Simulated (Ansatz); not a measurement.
Space group I4/mmm (No. 139). a = 4.214 Å, b = 4.214 Å, c = 17.880 Å, α = 90.00°, β = 90.00°, γ = 90.00°
| atom | site | symmetry | x | y | z |
| --- | --- | --- | --- | --- | --- |
| Sn | 2a | 4/mmm | 0.0000 | 0.0000 | 0.0000 |
| Pb | 4e | 4mm | 0.5000 | 0.5000 | 0.1659 |
| S | 4e | 4mm | 0.5000 | 0.5000 | 0.3365 |
| S | 2b | 4/mmm | 0.5000 | 0.5000 | 0.0000 |

Equation of state of this SnPb$_{2}$S$_{3}$ structure (not necessarily the ground state), with shape and atoms relaxed at each volume where symmetry leaves them free. All numbers below come from DFT PBE, scalar-relativistic, plane waves, PAW (Ansatz).

Plane waves to 420 eV, a k mesh through Γ of 12×12×12 on the computed 6-atom cell and Gaussian smearing (0.01 eV); no spin polarisation.

| V (Å³/atom) | E − E(largest V) (meV/atom) | P (GPa) | gap on mesh (eV) |
| --- | --- | --- | --- |
| 23.283 | 41.56 | 8.79 | 0.15 |
| 24.076 | 5.00 | 6.05 | 0.22 |
| 24.870 | -19.00 | 3.71 | 0.16 |
| 25.664 | -32.30 | 1.71 | 0.05 |
| 26.458 | -36.47 | 0.02 | 0.07 |
| 27.251 | -32.83 | -1.45 | 0.17 |
| 28.045 | -22.48 | -2.70 | 0.27 |
| 29.103 | 0.00 | -4.06 | 0.38 |

Problem. Fit a third-order Birch–Murnaghan equation, E = E0 + (9V0B0/16)·[(x − 1)³B0' + (x − 1)²(6 − 4x)] with x = (V0/V)^(2/3), to E(V).

Solution. V0 = 26.46 Å³/atom, B0 = 52 GPa, B0' = 4.2.

Spin-orbit coupling is left out, which matters for the bands of heavy elements.

The cell was found from a structure generator's guess, not taken from experiment.
